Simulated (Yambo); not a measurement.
# Bethe-Salpeter results for RbCaH3

```
CELL_PARAMETERS angstrom
      4.52097     0.00000     0.00000
      0.00000     4.52097     0.00000
      0.00000     0.00000     4.52097
ATOMIC_POSITIONS crystal
  H  0.50000 0.00000 0.50000
  H  0.00000 0.50000 0.50000
  H  0.50000 0.50000 0.00000
  Ca 0.50000 0.50000 0.50000
  Rb 0.00000 0.00000 0.00000
```

The geometry is that of Materials Project entry mp-23949, symmetrised and not relaxed again.

BSE in Yambo on PBEsol (pw.x of Quantum ESPRESSO, ONCV potentials, no spin-orbit coupling) bands: 8×8×8 mesh, 3 valence and 9 conduction bands, static screening with 45 bands and a 3 Ry block, scissor 2.65 eV, Tamm-Dancoff; field along x.

```csv
state,energy (eV),states within 2 meV,relative strength,class,main transitions
1,5.09,3,< 0.01,dark,several band pairs
2,5.17,3,1.00,strong,several band pairs
3,5.46,3,< 0.01,dark,several band pairs
4,5.48,3,0.23,strong,several band pairs
5,5.55,3,< 0.01,dark,several band pairs
6,5.57,3,< 0.01,dark,several band pairs
7,5.58,3,< 0.01,dark,VB → CB (60 %)
```

These are vertical excitations (zero momentum). The direct quasiparticle gap on this mesh is 5.72 eV; counted from there, state 1 is bound by 0.64 eV. Convergence with the mesh was not shown.

Spin singlets only. Strengths are relative to the strongest of the lowest states of this run; strong means a line over 3 % of the spectrum's maximum, dark under 0.03 %. Absolute energies carry the error of the G0W0 scissor, whose convergence isn't established.

The cell is held in this high symmetry; tilts and polar distortions were not searched.
